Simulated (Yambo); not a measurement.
G0W0@PBEsol for KBr (rock salt, space group Fm-3m, No. 225) in Yambo. Reference settings: 4×4×4 Γ-centred k mesh, 125 bands and a 8 Ry block in the screening, 125 bands in G with the Bruneval-Gonze terminator, plasmon pole fitted at 27.2 eV. The PBEsol gap Γ → Γ on this mesh is 4.34 eV; G0W0 gaps are taken between the same points.

With and without the terminator, as bands are cut:

```json
[
 {"bands in G (in W)": "24 (24)", "gap, terminator (eV)": "6.911", "gap, none (eV)": "6.747", "valence shift, terminator (eV)": "-1.479", "valence shift, none (eV)": "-1.132"},
 {"bands in G (in W)": "42 (42)", "gap, terminator (eV)": "6.878", "gap, none (eV)": "6.742", "valence shift, terminator (eV)": "-1.677", "valence shift, none (eV)": "-1.416"},
 {"bands in G (in W)": "64 (64)", "gap, terminator (eV)": "6.902", "gap, none (eV)": "6.807", "valence shift, terminator (eV)": "-1.785", "valence shift, none (eV)": "-1.597"},
 {"bands in G (in W)": "95 (95)", "gap, terminator (eV)": "6.936", "gap, none (eV)": "6.888", "valence shift, terminator (eV)": "-1.863", "valence shift, none (eV)": "-1.752"},
 {"bands in G (in W)": "125 (125)", "gap, terminator (eV)": "6.955", "gap, none (eV)": "6.930", "valence shift, terminator (eV)": "-1.903", "valence shift, none (eV)": "-1.833"}
]
```

Over this range the gap spans 0.077 eV with the terminator and 0.188 eV without, the valence shift 0.424 eV and 0.701 eV. Neither column has reached its limit for certain.

Spin-orbit coupling is not included.

Geometry relaxed with PBEsol; primitive cell a = b = c = 4.6306 Å, α = β = γ = 60.00°.

A shift is the quasiparticle energy of the state minus its PBEsol energy.
